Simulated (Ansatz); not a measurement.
SiC:
```
SiC
1.0
    0.00000     2.17831     2.17831
    2.17831     0.00000     2.17831
    2.17831     2.17831     0.00000
Si C
1 1
Cartesian
  3.26747   3.26747   3.26747
  0.00000   0.00000   0.00000
```

x, y and z are the axes in which the lattice vectors are written.

### Question
Give the high-frequency dielectric tensor and the Born effective charge tensors of the independent atoms from DFPT, r²SCAN (plane waves, PAW; program Ansatz).

### Answer

ε∞:
```
6.52  0.00  0.00
0.00  6.52  0.00
0.00  0.00  6.52
```
Z* of atom 1 (Si), rows: field, columns: displacement, in e:
```
2.72  0.00  0.00
0.00  2.72  0.00
0.00  0.00  2.72
```
Z* of atom 2 (C), rows: field, columns: displacement, in e:
```
-2.72   0.00   0.00
 0.00  -2.72   0.00
 0.00   0.00  -2.72
```

Static charges for comparison (Bader): Si1 +2.87, C2 -2.87 e. Born charges measure polarisation by displacement and can exceed these by far.

Space group F-43m (zinc blende). The r²SCAN relaxation kept the symmetry of its start; phonons on a q-mesh show no instability.

Potentials: the earlier of the program's two PAW sets.
